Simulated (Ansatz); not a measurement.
Starting cell, HfO2 (tetragonal-ZrO2 type, space group P4_2/nmc):

```
HfO2
1.0
    3.60482     0.00000     0.00000
    0.00000     3.60482     0.00000
    0.00000     0.00000     5.26502
Hf O
2 4
Direct
  0.00000   0.00000   0.00000
  0.50000   0.50000   0.50000
  0.00000   0.50000   0.19324
  0.00000   0.50000   0.69324
  0.50000   0.00000   0.30676
  0.50000   0.00000   0.80676
```

In each cell atom 4 (O, nearest neighbour Hf at 2.070 Å; its periodic images, 3.6 Å or more away, move with it) moves by s·(0.000, 0.000, 1.000) (along Cartesian z), the rest being held.

Method: PBE (plane waves to 420 eV, PAW, scalar-relativistic; Ansatz, a quantum-chemistry and plane-wave program). k mesh 7×7×5 (Γ-centred), Fermi-Dirac smearing 0.05 eV. The energy includes the smearing's −TS. HfO2 is run without spin polarisation. HfO2 was relaxed with its symmetry unable to fall. Spin-orbit coupling is left out, though Hf is heavy. The PAW data are Ansatz's earlier set. This is a high-temperature form of HfO2. ΔE is measured from the undisplaced structure.

```json
[
 {"s (Å)": "-0.410", "ΔE (meV/cell)": "1145"},
 {"s (Å)": "-0.328", "ΔE (meV/cell)": "726"},
 {"s (Å)": "-0.246", "ΔE (meV/cell)": "withheld"},
 {"s (Å)": "-0.164", "ΔE (meV/cell)": "178"},
 {"s (Å)": "-0.082", "ΔE (meV/cell)": "44"},
 {"s (Å)": "0.000", "ΔE (meV/cell)": "0"},
 {"s (Å)": "0.082", "ΔE (meV/cell)": "43"},
 {"s (Å)": "0.164", "ΔE (meV/cell)": "171"},
 {"s (Å)": "0.246", "ΔE (meV/cell)": "383"},
 {"s (Å)": "0.328", "ΔE (meV/cell)": "677"},
 {"s (Å)": "0.410", "ΔE (meV/cell)": "1053"}
]
```

Task: Fit a polynomial form (powers 2, 3, 4) to the given rows and predict ΔE at s = -0.246.

Result: Least squares on the 10 given rows: ΔE = (6482)·s² + (-674.0)·s³ + (337.0)·s⁴, in meV/cell with s in Å; root-mean-square residual 0.5 meV/cell. At -0.246 the fit gives 404 meV/cell; the calculation gives 405 meV/cell, so the interpolation is off by -1 (-0.2 %). The quadratic term alone would give 392 meV/cell.

(For displaced atoms, the force is minus the slope of the energy, and its curvature is a force constant, which sets phonon frequencies.)
